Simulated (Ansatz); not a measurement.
BaY, DFT, PBEsol, PAW with Ansatz's default frozen-core files, scalar-relativistic (Ansatz 0.2.0), run on 1 thread of Intel(R) Xeon(R) Processor @ 2.50GHz (Skylake/Cascade Lake) on a shared host.

The structure comes from a relaxation in the same program, started in the L10 type, and has space group P4/mmm. Whether it is a known phase or the ground state wasn't checked.

Command: `ansatz run input.yaml --threads 1 --pin off --max-ram 2048MiB --backend cpu --events-out ev --progress --plain --runs-dir out`

```yaml
crystal:
  lattice:
    - [3.8531774336, 0.0, 0.0]
    - [0.0, 3.8531774336, 0.0]
    - [0.0, 0.0, 5.7794555925]
  atoms:
    - { symbol: Ba, position: [0.0, 0.0, 0.0] }
    - { symbol: "Y", position: [0.5, 0.5, 0.5] }
kpoints:
  mp_grid: { grid: [11, 11, 8] }
  band_path:
    path:
      - [0.0, 0.0, 0.0]
      - [0.0, 0.5, 0.0]
      - [0.5, 0.5, 0.0]
      - [0.0, 0.0, 0.0]
      - [0.0, 0.0, 0.5]
      - [0.0, 0.5, 0.5]
      - [0.5, 0.5, 0.5]
      - [0.0, 0.0, 0.5]
      - [0.0, 0.5, 0.0]
    npoints: 5
scf:
  occupations: { method: fermi_dirac, width: 0.03 }
hamiltonian:
  xc: pbesol
  pseudopotentials: { kind: paw }
output:
  forces: true
  stress: true
  eigenvalues: true
  efg: { contact_densities: true }
```

Task: How large is the problem that the program sets up?

Result: 105 irreducible k-points, 1723 plane waves at Γ, 15 bands.

Task: Estimate the wall time and the peak memory.

Result: 27 s of wall time for 6 SCF iterations, with a peak of 0.51 GiB. Times on shared machines scatter by tens of per cent.

Task: And the same cell and mesh by LAPW (all electrons), asked for forces, stress, eigenvalues and the same band path, on the same hardware?

Result: 78 s, peak memory 0.52 GiB.
